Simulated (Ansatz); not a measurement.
## Zn2PdO4: checking a database structure before trusting its electric field gradients

The cell is a COD entry (the entry's cell lengths or inner coordinates differ somewhat from later room-temperature determinations), taken as it stands.

Space group Fd-3m:1 (No. 227); a = 8.5090 Å.

```csv
site,Wyckoff,site symmetry,x,y,z
Zn,16d,.-3m,0.1250,0.1250,0.6250
Pd,8a,-43m,0.5000,0.5000,0.0000
O,32e,.3m,0.8750,0.8750,0.3750
```

One atom of each set is listed; the run and its k-mesh use a cell of 14 atoms with edges of 6.02, 6.02, 6.02 Å.

Level of theory: DFT, PBE, plane waves and PAW, scalar-relativistic, 420 eV cutoff, Γ-centred 4×4×4 k-points, Fermi–Dirac smearing 0.02 eV (Ansatz 0.2.0).

Question: Do the atoms and the cell lie near the calculated equilibrium?

Answer: No. The largest force is 3.5 eV/Å, on atom 8 (O: 1 Pd at 1.84 Å, 3 Zn at 2.13 Å), and the pressure is 16.7 GPa. Such values can come from a cell under pressure, imprecise or misplaced coordinates, missing atoms or a wrong setting of the space group; the run alone doesn't tell which, and gradients calculated on this entry can't be taken for those of the compound at ambient conditions.
